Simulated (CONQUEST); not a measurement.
Consider a self-consistent single point of Se (P1, 6 atoms in the cell; from Materials Project mp-14, changed as shown).

```yaml
crystal:
  lattice:
    - [4.50797, 0.00000, 0.00000]
    - [0.00000, 7.80804, 0.00000]
    - [0.00000, 0.00000, 4.98229]
  atoms:
    - { symbol: Se, position: [0.21789, 0.00000, 0.33333] }
    - { symbol: Se, position: [0.89106, 0.10895, 0.66667] }
    - { symbol: Se, position: [0.39105, 0.39105, 0.00000] }
    - { symbol: Se, position: [0.71789, 0.50000, 0.32531] }
    - { symbol: Se, position: [0.39105, 0.60894, 0.66667] }
    - { symbol: Se, position: [0.89106, 0.89106, 0.00000] }
```

Method: PBE, numerical atomic orbitals double-zeta with polarisation (the shipped basis), PseudoDojo norm-conserving potentials made for PBE run with CONQUEST.

CONQUEST settings:

basis: DZP
Diag.MPMeshX, Y, Z: 4 2 3
potentials: PseudoDojo norm-conserving PBE
Grid.GridCutoff: 140 Ha
DM.SolutionMethod: diagon
Diag.SmearingType: 1
Diag.kT: 0.000367 Ha
Diag.GammaCentred: true
Diag.MPOrder: 0
minE.SCTolerance: 1.0e-07
SC.MaxIters: 100
SC.LinearMixingFactor: 0.3
AtomMove.TypeOfRun: static

**Question.** Estimate, at this level of theory: pressure and largest force (vector length).

**Answer.** The run gave:

- Pressure: 2.96 GPa
- Largest force (vector length): 1.022 eV/Å

For comparison: a first run was changed to give this one (atom 4 moved by -0.04 angstrom along z), and from it to this one the free energy goes up by 1.3 meV/atom, the pressure hardly changes (2.93 to 2.96 GPa) and the largest force goes from 0.891 to 1.022 eV/Å.

The program uses no crystal symmetry, so grid and mesh can part values that symmetry would make equal. The atom-centred basis is finite, which shifts total energies, pressures and forces against plane waves. Forces above 1 eV/Å remain at this geometry, of which the finite basis can carry a part. The structure comes from a collection of computed structures, made at another level of theory; the collection holds predicted forms beside known ones. Its lattice was then scaled.

Cost on one core: roughly 60 core-seconds.
